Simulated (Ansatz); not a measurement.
An Ansatz (a quantum-chemistry and plane-wave program) run. Input:

Ansatz 0.2 input:
```yaml
crystal:
  lattice:
    - [2.549477423, 0.0, 0.0]
    - [-1.2747387115, 2.2079122147, 0.0]
    - [0.0, 0.0, 12.5434979189]
  atoms:
    - { symbol: B, position: [0.0, 0.0, 0.0000663204] }
    - { symbol: B, position: [0.0, 0.0, 0.5000663204] }
    - { symbol: B, position: [0.6666666667, 0.3333333333, 0.8326726291] }
    - { symbol: B, position: [0.3333333333, 0.6666666667, 0.3326726291] }
    - { symbol: B, position: [0.6666666667, 0.3333333333, 0.1665626031] }
    - { symbol: B, position: [0.3333333333, 0.6666666667, 0.6665626031] }
    - { symbol: N, position: [0.0, 0.0, 0.8743997637] }
    - { symbol: N, position: [0.0, 0.0, 0.3743997637] }
    - { symbol: N, position: [0.6666666667, 0.3333333333, 0.7080752196] }
    - { symbol: N, position: [0.3333333333, 0.6666666667, 0.2080752196] }
    - { symbol: N, position: [0.6666666667, 0.3333333333, 0.0419234642] }
    - { symbol: N, position: [0.3333333333, 0.6666666667, 0.5419234642] }
kpoints:
  mp_grid: { grid: [12, 12, 3] }
hamiltonian:
  xc: r2scan
  pseudopotentials: { kind: paw }
scf:
  occupations: { method: fixed }
elastic: { mode: relaxed_ion, stencil: two_point, amplitude: 0.005, f_tol: 0.0005 }
output: { polarization: {} }
```

Output (shortened):

```
Pseudopotential: B, paw, valence charge 3
Pseudopotential: N, paw, valence charge 5
Functional definition: r2SCAN
Crystal: 12 atoms, lattice volume = 70.608 Å³
Basis set: ecut = 500 eV, 1821 PW (Γ), exchange–correlation on 80×80×384 points (64 copies of the dense FFT grid, shifted against one another)
Bands: 36, of which v1, the nominal top of the filled ones, is band 24 counted from 1 (23 counted from 0)
Symmetry: 12 space group operations
Space group: P63mc (ITA 186), of the structure as read, at distance tolerance 4.1e-5 Å
k-points: 38 of 432 (time reversal used)
SCF 1 converged in 13 iterations: F = -3263.974906 eV  dr2 = 4.14e-14
Crystal: 12 atoms, lattice volume = 70.608 Å³
SCF 2 converged in 2 iterations: F = -3263.974906 eV  dr2 = 1.29e-14
Crystal: 12 atoms, lattice volume = 70.255 Å³
Basis set: ecut = 500 eV, 1805 PW (Γ), exchange–correlation on 80×80×384 points (64 copies of the dense FFT grid, shifted against one another)
Symmetry: 4 space group operations
k-points: 86 of 432 (time reversal used)
SCF 3 converged in 11 iterations: F = -3263.969466 eV  dr2 = 5.35e-14
relax step   1: F+E_penalty+E_count = -3263.96946642 eV  Δ(F+E_penalty+E_count) = +0.000e0 eV  max|allowed force component| = 2.277e-2 eV/Å  Δτ_max = 0.0000 Å  (11 SCF iters, accepted)
Crystal: 12 atoms, lattice volume = 70.255 Å³
SCF 4 converged in 9 iterations: F = -3263.969523 eV  dr2 = 2.86e-14
relax step   2: F+E_penalty+E_count = -3263.96952291 eV  Δ(F+E_penalty+E_count) = -5.649e-5 eV  max|allowed force component| = 1.012e-2 eV/Å  Δτ_max = 0.0026 Å  (9 SCF iters, accepted)
Crystal: 12 atoms, lattice volume = 70.255 Å³
SCF 5 converged in 8 iterations: F = -3263.969532 eV  dr2 = 2.43e-14
relax step   3: F+E_penalty+E_count = -3263.96953167 eV  Δ(F+E_penalty+E_count) = -8.756e-6 eV  max|allowed force component| = 5.174e-3 eV/Å  Δτ_max = 0.0002 Å  (8 SCF iters, accepted)
Crystal: 12 atoms, lattice volume = 70.255 Å³
SCF 6 converged in 8 iterations: F = -3263.969535 eV  dr2 = 2.58e-15
relax step   4: F+E_penalty+E_count = -3263.96953466 eV  Δ(F+E_penalty+E_count) = -2.992e-6 eV  max|allowed force component| = 4.409e-5 eV/Å  Δτ_max = 0.0002 Å  (8 SCF iters, accepted)
Crystal: 12 atoms, lattice volume = 70.255 Å³
SCF 7 converged in 2 iterations: F = -3263.969535 eV  dr2 = 6.95e-16
Crystal: 12 atoms, lattice volume = 70.961 Å³
Basis set: ecut = 500 eV, 1829 PW (Γ), exchange–correlation on 80×80×384 points (64 copies of the dense FFT grid, shifted against one another)
SCF 8 converged in 10 iterations: F = -3263.969587 eV  dr2 = 6.89e-14
relax step   1: F+E_penalty+E_count = -3263.96958731 eV  Δ(F+E_penalty+E_count) = +0.000e0 eV  max|allowed force component| = 2.107e-2 eV/Å  Δτ_max = 0.0000 Å  (10 SCF iters, accepted)
Crystal: 12 atoms, lattice volume = 70.961 Å³
SCF 9 converged in 10 iterations: F = -3263.969640 eV  dr2 = 4.39e-15
relax step   2: F+E_penalty+E_count = -3263.96964035 eV  Δ(F+E_penalty+E_count) = -5.304e-5 eV  max|allowed force component| = 9.067e-3 eV/Å  Δτ_max = 0.0027 Å  (10 SCF iters, accepted)
Crystal: 12 atoms, lattice volume = 70.961 Å³
SCF 10 converged in 8 iterations: F = -3263.969647 eV  dr2 = 1.23e-14
relax step   3: F+E_penalty+E_count = -3263.96964673 eV  Δ(F+E_penalty+E_count) = -6.377e-6 eV  max|allowed force component| = 4.809e-3 eV/Å  Δτ_max = 0.0002 Å  (8 SCF iters, accepted)
Crystal: 12 atoms, lattice volume = 70.961 Å³
SCF 11 converged in 8 iterations: F = -3263.969649 eV  dr2 = 2.19e-15
relax step   4: F+E_penalty+E_count = -3263.96964930 eV  Δ(F+E_penalty+E_count) = -2.571e-6 eV  max|allowed force component| = 3.722e-5 eV/Å  Δτ_max = 0.0002 Å  (8 SCF iters, accepted)
Crystal: 12 atoms, lattice volume = 70.961 Å³
SCF 12 converged in 2 iterations: F = -3263.969649 eV  dr2 = 5.64e-16
Crystal: 12 atoms, lattice volume = 70.255 Å³
SCF 13 converged in 11 iterations: F = -3263.969142 eV  dr2 = 3.01e-14
relax step   1: F+E_penalty+E_count = -3263.96914236 eV  Δ(F+E_penalty+E_count) = +0.000e0 eV  max|allowed force component| = 8.196e-3 eV/Å  Δτ_max = 0.0000 Å  (11 SCF iters, accepted)
Crystal: 12 atoms, lattice volume = 70.255 Å³
SCF 14 converged in 8 iterations: F = -3263.969145 eV  dr2 = 3.89e-14
relax step   2: F+E_penalty+E_count = -3263.96914500 eV  Δ(F+E_penalty+E_count) = -2.640e-6 eV  max|allowed force component| = 2.894e-3 eV/Å  Δτ_max = 0.0001 Å  (8 SCF iters, accepted)
Crystal: 12 atoms, lattice volume = 70.255 Å³
SCF 15 converged in 7 iterations: F = -3263.969146 eV  dr2 = 2.71e-14
relax step   3: F+E_penalty+E_count = -3263.96914570 eV  Δ(F+E_penalty+E_count) = -7.075e-7 eV  max|allowed force component| = 1.287e-3 eV/Å  Δτ_max = 0.0000 Å  (7 SCF iters, accepted)
Crystal: 12 atoms, lattice volume = 70.255 Å³
SCF 16 converged in 6 iterations: F = -3263.969146 eV  dr2 = 6.74e-14
relax step   4: F+E_penalty+E_count = -3263.96914580 eV  Δ(F+E_penalty+E_count) = -9.230e-8 eV  max|allowed force component| = 1.320e-5 eV/Å  Δτ_max = 0.0000 Å  (6 SCF iters, accepted)
Crystal: 12 atoms, lattice volume = 70.255 Å³
SCF 17 converged in 2 iterations: F = -3263.969146 eV  dr2 = 1.46e-14
Crystal: 12 atoms, lattice volume = 70.961 Å³
SCF 18 converged in 11 iterations: F = -3263.969273 eV  dr2 = 4.09e-14
relax step   1: F+E_penalty+E_count = -3263.96927311 eV  Δ(F+E_penalty+E_count) = +0.000e0 eV  max|allowed force component| = 6.252e-3 eV/Å  Δτ_max = 0.0000 Å  (11 SCF iters, accepted)
Crystal: 12 atoms, lattice volume = 70.961 Å³
SCF 19 converged in 8 iterations: F = -3263.969275 eV  dr2 = 4.59e-14
relax step   2: F+E_penalty+E_count = -3263.96927458 eV  Δ(F+E_penalty+E_count) = -1.462e-6 eV  max|allowed force component| = 1.145e-3 eV/Å  Δτ_max = 0.0001 Å  (8 SCF iters, accepted)
Crystal: 12 atoms, lattice volume = 70.961 Å³
SCF 20 converged in 6 iterations: F = -3263.969275 eV  dr2 = 2.11e-14
relax step   3: F+E_penalty+E_count = -3263.96927463 eV  Δ(F+E_penalty+E_count) = -5.554e-8 eV  max|allowed force component| = 5.451e-4 eV/Å  Δτ_max = 0.0000 Å  (6 SCF iters, accepted)
Crystal: 12 atoms, lattice volume = 70.961 Å³
SCF 21 converged in 6 iterations: F = -3263.969275 eV  dr2 = 3.29e-14
relax step   4: F+E_penalty+E_count = -3263.96927466 eV  Δ(F+E_penalty+E_count) = -2.453e-8 eV  max|allowed force component| = 2.103e-5 eV/Å  Δτ_max = 0.0000 Å  (6 SCF iters, accepted)
Crystal: 12 atoms, lattice volume = 70.961 Å³
SCF 22 converged in 2 iterations: F = -3263.969275 eV  dr2 = 7.72e-15
Crystal: 12 atoms, lattice volume = 70.607 Å³
Symmetry: 2 space group operations
k-points: 121 of 432 (time reversal used)
SCF 23 converged in 10 iterations: F = -3263.972889 eV  dr2 = 6.89e-14
relax step   1: F+E_penalty+E_count = -3263.97288913 eV  Δ(F+E_penalty+E_count) = +0.000e0 eV  max|allowed force component| = 1.122e-2 eV/Å  Δτ_max = 0.0000 Å  (10 SCF iters, accepted)
Crystal: 12 atoms, lattice volume = 70.607 Å³
SCF 24 converged in 8 iterations: F = -3263.972893 eV  dr2 = 7.03e-14
relax step   2: F+E_penalty+E_count = -3263.97289286 eV  Δ(F+E_penalty+E_count) = -3.728e-6 eV  max|allowed force component| = 6.061e-3 eV/Å  Δτ_max = 0.0003 Å  (8 SCF iters, accepted)
Crystal: 12 atoms, lattice volume = 70.607 Å³
SCF 25 converged in 8 iterations: F = -3263.972895 eV  dr2 = 8.09e-14
relax step   3: F+E_penalty+E_count = -3263.97289467 eV  Δ(F+E_penalty+E_count) = -1.813e-6 eV  max|allowed force component| = 5.413e-4 eV/Å  Δτ_max = 0.0001 Å  (8 SCF iters, accepted)
Crystal: 12 atoms, lattice volume = 70.607 Å³
SCF 26 converged in 6 iterations: F = -3263.972895 eV  dr2 = 9.42e-14
relax step   4: F+E_penalty+E_count = -3263.97289468 eV  Δ(F+E_penalty+E_count) = -1.199e-8 eV  max|allowed force component| = 2.659e-5 eV/Å  Δτ_max = 0.0000 Å  (6 SCF iters, accepted)
Crystal: 12 atoms, lattice volume = 70.607 Å³
SCF 27 converged in 2 iterations: F = -3263.972895 eV  dr2 = 3.49e-14
Crystal: 12 atoms, lattice volume = 70.607 Å³
SCF 28 converged in 10 iterations: F = -3263.972889 eV  dr2 = 3.87e-14
relax step   1: F+E_penalty+E_count = -3263.97288913 eV  Δ(F+E_penalty+E_count) = +0.000e0 eV  max|allowed force component| = 1.122e-2 eV/Å  Δτ_max = 0.0000 Å  (10 SCF iters, accepted)
Crystal: 12 atoms, lattice volume = 70.607 Å³
SCF 29 converged in 8 iterations: F = -3263.972893 eV  dr2 = 3.85e-14
relax step   2: F+E_penalty+E_count = -3263.97289286 eV  Δ(F+E_penalty+E_count) = -3.728e-6 eV  max|allowed force component| = 6.061e-3 eV/Å  Δτ_max = 0.0003 Å  (8 SCF iters, accepted)
Crystal: 12 atoms, lattice volume = 70.607 Å³
SCF 30 converged in 8 iterations: F = -3263.972895 eV  dr2 = 8.23e-14
relax step   3: F+E_penalty+E_count = -3263.97289467 eV  Δ(F+E_penalty+E_count) = -1.813e-6 eV  max|allowed force component| = 5.413e-4 eV/Å  Δτ_max = 0.0001 Å  (8 SCF iters, accepted)
Crystal: 12 atoms, lattice volume = 70.607 Å³
SCF 31 converged in 6 iterations: F = -3263.972895 eV  dr2 = 9.38e-14
relax step   4: F+E_penalty+E_count = -3263.97289468 eV  Δ(F+E_penalty+E_count) = -1.199e-8 eV  max|allowed force component| = 2.673e-5 eV/Å  Δτ_max = 0.0000 Å  (6 SCF iters, accepted)
Crystal: 12 atoms, lattice volume = 70.607 Å³
SCF 32 converged in 2 iterations: F = -3263.972895 eV  dr2 = 3.42e-14
SCF converged after 2 iterations
Free energy (F): -3263.974906 eV
Harris-Foulkes:  -3263.974906 eV  (|F-HF|=0.00e0)
Internal energy: -3263.974906 eV  (E = F + TS)
E sigma→0 (E₀):  -3263.974906 eV
Fermi energy:    11.120608 eV
--- Per-component energies (eV) ---
  E_band       = 133.528076
  E_kinetic    = 1116.860211
  E_local      = -1051.042513  (includes V_loc(G=0)·N_el)
  E_nonlocal   = 335.322024
  E_hartree    = 298.160178
  E_xc         = -554.180704
  E_vxc        = -767.024086  (∫ρ·V_xc dr)
  E_paw        = -1256.865117  (= ΣΔE_a)
  E_vpaw       = -138.912267  (= ΣTr[D̂ρ^β])
  E_aug_tail   = 0.000113  (compensation charges beyond the density's cutoff)
  E_vtau       = 42.004239  (kinetic-family band-sum trace: ∫τ·v_τ [+ j·A + Jᵃ·Aᵃ] dr)
  E_ewald      = -2151.941058
  E_core_change = -0.288040  (= ΣΔE_core)
  E_smearing   =  0.000000  (= −TS)
  E_closure    = 0.000000  (closes the sum)
  Σ components = -3263.974906   (vs F -3263.974906, Δ=0.00e0)
--- Forces (eV/Å), atoms counted from 1 ---
  atom   1  B      0.00000000     0.00000000    -0.00010359
  atom   2  B      0.00000000     0.00000000    -0.00010359
  atom   3  B      0.00000000     0.00000000    -0.00004431
  atom   4  B      0.00000000     0.00000000    -0.00004431
  atom   5  B      0.00000000     0.00000000    -0.00004971
  atom   6  B      0.00000000     0.00000000    -0.00004971
  atom   7  N      0.00000000     0.00000000     0.00004756
  atom   8  N      0.00000000     0.00000000     0.00004756
  atom   9  N      0.00000000     0.00000000     0.00004215
  atom  10  N      0.00000000     0.00000000     0.00004215
  atom  11  N      0.00000000     0.00000000     0.00005750
  atom  12  N      0.00000000     0.00000000     0.00005750
  max |Σ_I F_I| component: 1.01e-4 eV/Å
--- Stress (GPa, compression-positive) ---
        0.000303       0.000000       0.000000
        0.000000       0.000303       0.000000
        0.000000       0.000000      -0.000334
  P = ⅓ Tr σ = 0.0001 GPa (0.001 kbar)
--- Band table (eV; the first three rows and the last of 38) ---
  k-point 0: bands = ["-10.2710", "-9.6067", "-9.5527", "-7.6930", "-7.6439", "-5.9809", "-0.0673", "2.7950", "2.8516", "7.8804", "7.8991", "9.0337", "9.0337", "9.4296", "9.4296", "9.4867", "9.4867", "10.4324", "10.4324", "10.5208", "10.5208", "11.0313", …
  k-point 1: bands = ["-10.1934", "-9.9620", "-9.0562", "-8.4093", "-6.9016", "-6.2539", "0.3423", "1.3955", "4.4550", "6.1794", "9.0825", "9.0825", "9.2258", "9.2258", "9.4381", "9.7622", "9.7622", "10.1109", "10.1109", "10.5895", "10.8059", "10.8059", …
  k-point 2: bands = ["-10.1148", "-9.4538", "-9.4000", "-7.5536", "-7.5044", "-5.8637", "0.0885", "2.8970", "2.9550", "7.8120", "7.8427", "8.3084", "8.7187", "8.7633", "8.8129", "9.1616", "9.2016", "9.8430", "9.9515", "10.2491", "10.3204", "10.5214", …
  k-point 37: bands = ["-4.8576", "-4.8576", "-4.7736", "-4.7736", "-4.7264", "-4.7220", "1.8082", "1.8082", "1.8397", "2.0999", "2.3888", "2.3888", "3.3829", "3.3829", "3.7209", "4.3358", "4.5385", "4.5385", "6.4692", "6.4692", "6.7692", "7.2478", "7.4970", …
--- Elastic constants: 3 strain directions × 2 members + reference (group order 12) ---
  dense FFT box of the reference and of every strained cell: 20×20×96
  strains applied: 11, 33, 23; error gains …
  C = ∂σ_k/∂η_j (tension-positive GPa; Voigt order 11 22 33 23 13 12):
       962.965    138.606     73.105      0.000      0.000      0.000
       138.606    962.965     73.105      0.000      0.000      0.000
        73.065     73.065   1031.685      0.000      0.000      0.000
         0.000      0.000      0.000    364.231      0.000      0.000
         0.000      0.000      0.000      0.000    364.231      0.000
         0.000      0.000      0.000      0.000      0.000    412.180
  reference stress σ⁰ (GPa):      0.000      0.000      0.000      0.000      0.000      0.000
  moduli (Voigt/Reuss/Hill, GPa): K = 391.91/391.91/391.91   G = 406.32/402.19/404.25   E = 902.46   ν = 0.116
  mechanically stable: yes (min eigenvalue of sym C = 364.23 GPa)
  e, the proper piezoelectric tensor (elastic.mode: relaxed_ion; C/m²; rows x y z; Voigt order 11 22 33 23 13 12):
       0.00000    0.00000    0.00000    0.00000   -0.50169    0.00000
       0.00000    0.00000    0.00000   -0.50169    0.00000    0.00000
      -0.52207   -0.52207    1.14806    0.00000    0.00000    0.00000
  ±, each entry's uncertainty from the finite density of the strings (C/m²), an estimate: the size of the correction for it that the entry includes:
       0.00000    0.00000    0.00000    0.00000    0.00171    0.00000
       0.00000    0.00000    0.00000    0.00171    0.00000    0.00000
       0.00063    0.00063    0.00053    0.00000    0.00000    0.00000
  strain η (Voigt 11):  stress-route row diagonal C_11 = 962.97 GPa, energy-path curvature d²(F+E_count+ΔE)/dδ²/Ω₀ = 962.95 GPa
         δ    σ_11 (GPa)             F (eV)   n_scf  n_hpsi   n_pw
    -5.000e-3      -4.8970       -3263.9695347       2   21272   1806   relax 4 steps, max|allowed force component| 4.41e-5 eV/Å
     5.000e-3       4.7326       -3263.9696493       2   21258   1829   relax 4 steps, max|allowed force component| 3.72e-5 eV/Å
  strain η (Voigt 33):  stress-route row diagonal C_33 = 1031.68 GPa, energy-path curvature d²(F+E_count+ΔE)/dδ²/Ω₀ = 1031.73 GPa
         δ    σ_33 (GPa)             F (eV)   n_scf  n_hpsi   n_pw
    -5.000e-3      -5.2506       -3263.9691458       2    9512   1821   relax 4 steps, max|allowed force component| 1.32e-5 eV/Å
     5.000e-3       5.0662       -3263.9692747       2    9444   1821   relax 4 steps, max|allowed force component| 2.10e-5 eV/Å
  strain η (Voigt 23):  stress-route row diagonal C_44 = 364.23 GPa, energy-path curvature d²(F+E_count+ΔE)/dδ²/Ω₀ = 364.24 GPa
         δ    σ_23 (GPa)             F (eV)   n_scf  n_hpsi   n_pw
    -5.000e-3      -1.8212       -3263.9728947       2   30442   1821   relax 4 steps, max|allowed force component| 2.66e-5 eV/Å
     5.000e-3       1.8212       -3263.9728947       2   30494   1821   relax 4 steps, max|allowed force component| 2.67e-5 eV/Å
--- Formal polarisation (Berry phase): one branch of a lattice of values; only differences between neighbouring runs are physical ---
  axis  mesh            electronic          ionic      p = total  spread (rad)  least overlap  resolved gap  δp at fixed H ≤   (phases in cycles; p mod 1 …
  b1    12×12×3         0.00000000    16.00000000    16.00000000      0.000000         0.9591        7.8348           4.1e-6
  b2    12×12×3         0.00000000    16.00000000    16.00000000      0.000000         0.9591        7.8348           4.1e-6
  b3    12×12×3         0.01216093    21.23979379    21.25195472      0.106780         0.9748        7.8348           9.2e-7
  quantum along a1:   0.03610768 e/Å² =    57.850875 µC/cm²
  quantum along a2:   0.03610768 e/Å² =    57.850875 µC/cm²
  quantum along a3:   0.17765074 e/Å² =   284.627869 µC/cm²
  P = (  0.28886141,   0.50032263,   3.77542554) e/Å² = (  462.806997,   801.605233,  6048.898583) µC/cm²  (mod the quanta)
```

Cost: about 21 core-minutes (a rough figure) on shared cores.

Space group P6_3mc. A made-up cell: these elements were put on the sites of a structure type. Its sites differ from those of the usual phase in this space group: another stacking or structure type. The cell was relaxed with r²SCAN under the symmetry of its start; whether a distortion lowers the energy is not shown.

Potentials: the later of the program's two PAW sets.

Ansatz is a plane-wave DFT program.
